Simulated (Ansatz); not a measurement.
Question: Name crystals whose computed values (r²SCAN (plane waves, PAW; program Ansatz)) fall in these windows: B₀ by P(V) fit (GPa) 17 to 23; gap (eV) 4.2 to 5.1.

Answer: 

| crystal | B₀ by P(V) fit (GPa) | gap (eV) |
|---|---|---|
| BN, R3m (B on 3a, N on 3a) | 20.3 | 4.79 |
| NaI, rock salt | 17.2 | 4.45 |
Others may fit too.

Not the usual ambient phase: BN, R3m (B on 3a, N on 3a). All cells were relaxed under the symmetry of their starts (and spin orders); stability against distortions was not tested throughout. Spin–orbit coupling is left out wherever it is not named.

Potentials: the later of the program's two PAW sets.
